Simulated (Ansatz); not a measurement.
Starting cell, MgS (rock salt):

```
CELL_PARAMETERS angstrom
      0.00000     2.61485     2.61485
      2.61485     0.00000     2.61485
      2.61485     2.61485     0.00000
ATOMIC_POSITIONS crystal
  S  0.00000 0.00000 0.00000
  Mg 0.50000 0.50000 0.50000
```

In each cell atom 2 (Mg, nearest neighbour S at 2.615 Å; its periodic images, 3.7 Å or more away, move with it) moves by s·(1.000, 0.000, 0.000) (along Cartesian x), the rest being held.

Calculation: PBE (plane waves to 420 eV, PAW, scalar-relativistic; Ansatz, a first-principles code). k mesh 9×9×9 (Γ-centred), Fermi-Dirac smearing 0.05 eV. E stands for the smeared free energy. MgS was relaxed with its symmetry unable to fall. ΔE is measured from the undisplaced structure.

| s (Å) | ΔE (meV/cell) |
|---|---|
| -0.260 | 105.2 |
| -0.208 | withheld |
| -0.156 | 33.4 |
| -0.104 | 14.2 |
| -0.052 | 3.5 |
| 0.000 | 0.0 |
| 0.052 | 3.5 |
| 0.104 | 14.2 |
| 0.156 | 33.4 |
| 0.208 | withheld |
| 0.260 | 105.2 |

Question: Fit an even polynomial form (powers 2, 4) to the given rows and predict ΔE at s = 0.208.

Answer: Least squares on the 9 given rows: ΔE = (1269)·s² + (4253)·s⁴, in meV/cell with s in Å; root-mean-square residual 0.02 meV/cell. At 0.208 the fit gives 62.9 meV/cell; the calculation gives 62.9 meV/cell, the same to the digits shown. The quadratic term alone would give 54.9 meV/cell.

(For displaced atoms, the force is minus the slope of the energy, and its curvature is a force constant, which sets phonon frequencies.)
